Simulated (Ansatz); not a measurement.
CuAu in space group R-3m (No. 166; Cu on 3b, Au on 3a) at seven volumes, PBEsol (plane waves, PAW; program Ansatz), shape and atoms relaxed at each. One row is withheld.

```json
[
 {"V (Å³/atom)": "13.192", "P (GPa)": "20.26"},
 {"V (Å³/atom)": "13.627", "P (GPa)": "12.14"},
 {"V (Å³/atom)": "14.062", "P (GPa)": "?"},
 {"V (Å³/atom)": "14.497", "P (GPa)": "0.00"},
 {"V (Å³/atom)": "14.932", "P (GPa)": "-4.46"},
 {"V (Å³/atom)": "15.367", "P (GPa)": "-8.17"},
 {"V (Å³/atom)": "15.802", "P (GPa)": "-11.18"}
]
```

### Question
Fit the shown pressures and predict the withheld one.

### Answer
Third-order Birch–Murnaghan: P = (3/2)B₀(x^(7/2) − x^(5/2))[1 + (3/4)(B′ − 4)(x − 1)] with x = (V₀/V)^(2/3). Least squares on the six rows gives V₀ = 14.498 Å³/atom, B₀ = 165.0 GPa, B′ = 5.57. At V = 14.062, x = 1.0206 and P = 5.49 GPa. The run itself gave 5.45 GPa.

The workflow started from a Materials Project entry (that database holds measured and hypothetical structures alike); the Crystallography Open Database copy checked does not list it. It is not the phase usual at ambient conditions (space group No. 123). Symmetry was held in the PBEsol relaxation; its stability against distortions is not shown here. The run is not spin-polarised. Spin–orbit coupling is left out wherever it is not named.

Potentials: the later of the program's two PAW sets.
